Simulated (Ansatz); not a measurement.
Input:

MoRu:
```yaml
crystal:
  lattice:
    - [2.77549, 0.00000, 0.00000]
    - [0.00000, 2.77549, 0.00000]
    - [0.00000, 0.00000, 3.84331]
  atoms:
    - { symbol: Ru, position: [0.00000, 0.00000, 0.00000] }
    - { symbol: Mo, position: [0.50000, 0.50000, 0.50000] }
```

This is the PBE-relaxed structure.

All from PBE in the plane-wave PAW code Ansatz, unless another level is named. Give the density of states at the Fermi level.

1.2 states/eV per atom (mean over ±0.08 eV).

Give the formation energy from the elements (no fitted shifts).

0.059 eV/atom.

And the gap with spin–orbit coupling?

none (metallic).

Space group P4/mmm (L1₀ or tetragonal B2). The start of the workflow was typed in or built on a structure type; neither database checked (COD, Materials Project) lists it. Whether it is the stable phase at ambient conditions was not checked. The PBE relaxation kept the symmetry of its start; its stability against distortions is not shown here. The run is not spin-polarised. The references are the lowest solids computed at this level, not always the standard phases. Scalar-relativistic: spin–orbit coupling is off unless named, which matters more the heavier the elements.

Potentials: the earlier of the program's two PAW sets.
